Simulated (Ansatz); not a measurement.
**Every step of a relaxation of Si₂W (MoSi2 type)**

DFT, PBE, PAW with Ansatz's default frozen-core files, scalar-relativistic (Ansatz 0.2.0); a Γ-centred 15×15×15 k mesh, Fermi–Dirac smearing of 0.1 eV, no spin polarisation. The run relaxes cell and atoms at a target pressure of 0 GPa.

Command: `ansatz run input.yaml --threads 2 --pin off --max-ram 5120MiB --backend cpu --events-out ev --progress --plain --runs-dir out`

PAW: frozen-core files, cutoff 420 eV; forces are relaxed below 0.005 eV/Å.

Each step lists its free energy a cell above the last geometry, the pressure, the cell vectors (Å), and Cartesian positions (Å) with forces (eV/Å).

The first step:

```
step 1  dF = 300.01 meV  P = 27.2 GPa
  cell -1.5592 1.5592 3.8201  1.5592 -1.5592 3.8201  1.5592 1.5592 -3.8201
  W 0.0000 0.0000 0.0000   0.0000 0.0000 0.0000
  Si 0.0000 0.0000 2.5595   0.0000 0.0000 -0.3891
  Si 0.0000 0.0000 -2.5595   0.0000 0.0000 0.3891
```

Spin–orbit coupling is left out, which matters for the heavy atoms.

The symmetry of the start is kept and no stability test is made, so the end need not be the stable phase.

**Question.** Where does the relaxation end, and by which steps?

**Answer.** After 5 geometries, with conventional a, b, c = 3.229, 3.229, 7.870 Å, at 13.673 Å³/atom (+10.42 % against the start) in space group I4/mmm, with a shortest distance of 2.605 Å. The further steps:
```
step 2  dF = 8.36 meV  P = -2.67 GPa
  cell -1.6268 1.6268 3.9256  1.6268 -1.6268 3.9256  1.6268 1.6268 -3.9256
  W 0.0000 0.0000 0.0000   0.0000 0.0000 0.0000
  Si 0.0000 0.0000 2.6217   0.0000 0.0000 0.1177
  Si 0.0000 0.0000 -2.6217   0.0000 0.0000 -0.1177
step 3  dF = 0.31 meV  P = -0.43 GPa
  cell -1.6159 1.6159 3.9344  1.6159 -1.6159 3.9344  1.6159 1.6159 -3.9344
  W 0.0000 0.0000 0.0000   0.0000 0.0000 0.0000
  Si 0.0000 0.0000 2.6294   0.0000 0.0000 0.0579
  Si 0.0000 0.0000 -2.6294   0.0000 0.0000 -0.0579
step 4  dF = 0.02 meV  P = 0.04 GPa
  cell -1.6142 1.6142 3.9346  1.6142 -1.6142 3.9346  1.6142 1.6142 -3.9346
  W 0.0000 0.0000 0.0000   0.0000 0.0000 0.0000
  Si 0.0000 0.0000 2.6312   0.0000 0.0000 0.0200
  Si 0.0000 0.0000 -2.6312   0.0000 0.0000 -0.0200
step 5  dF = 0.00 meV  P = -0.01 GPa
  cell -1.6143 1.6143 3.9349  1.6143 -1.6143 3.9349  1.6143 1.6143 -3.9349
  W 0.0000 0.0000 0.0000   0.0000 0.0000 0.0000
  Si 0.0000 0.0000 2.6325   0.0000 0.0000 0.0002
  Si 0.0000 0.0000 -2.6325   0.0000 0.0000 -0.0002
step 6  dF = -1.64 meV  P = 0.02 GPa  (same geometry on a basis chosen anew; earlier energies don't compare to the last digit)
  cell -1.6143 1.6143 3.9349  1.6143 -1.6143 3.9349  1.6143 1.6143 -3.9349
  W 0.0000 0.0000 0.0000   0.0000 0.0000 0.0000
  Si 0.0000 0.0000 2.6325   0.0000 0.0000 0.0006
  Si 0.0000 0.0000 -2.6325   0.0000 0.0000 -0.0006
```
